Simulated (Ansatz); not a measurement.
# BiTe, one cell by several methods

```xyz
2
Lattice="0.0000 3.2350 3.2350 3.2350 0.0000 3.2350 3.2350 3.2350 0.0000" Properties=species:S:1:pos:R:3 pbc="T T T"
Bi    0.0000    0.0000    0.0000
Te    3.2350    3.2350    3.2350
```

Atoms are numbered in the order listed.

The cell comes from COD entry 9008604, which wasn't checked; take it as a given geometry.

Spin–orbit coupling is left out, though it moves levels of the heavy atoms by tenths of an eV or more.

Methods: DFT, LDA, PAW with Ansatz's default frozen-core files, scalar-relativistic (Ansatz 0.2.0); DFT, LDA, all-electron LAPW, scalar-relativistic (Ansatz 0.2.0).

For PAW: a Γ-centred 10×10×10 k mesh, Fermi–Dirac smearing of 0.08 eV, cutoff 420 eV, no spin polarisation; the PAW files were made with PBE, and the program remakes their frozen cores for this functional. LAPW targets a basis error of 0.5 meV/atom. The Ansatz runs share mesh, smearing and spin set-up. Plane-wave (PAW) pressures include the program's estimate of the Pulay term.

Stress and pressure are positive in compression.

Levels count from the Fermi level.

PAW results:

| quantity | PAW |
| --- | --- |
| pressure (GPa) | -2.79 |
| highest filled level at X (eV) | -3.971 |
| lowest empty level at X (eV) | 2.284 |
| highest filled level at K (eV) | -3.422 |
| lowest empty level at K (eV) | 1.972 |
| highest filled level at L (eV) | -0.616 |

Task: What does LAPW (all electrons) give for the same quantities?

Result: 
| quantity | LAPW |
| --- | --- |
| pressure (GPa) | -2.77 |
| highest filled level at X (eV) | -3.972 |
| lowest empty level at X (eV) | 2.284 |
| highest filled level at K (eV) | -3.422 |
| lowest empty level at K (eV) | 1.972 |
| highest filled level at L (eV) | -0.616 |
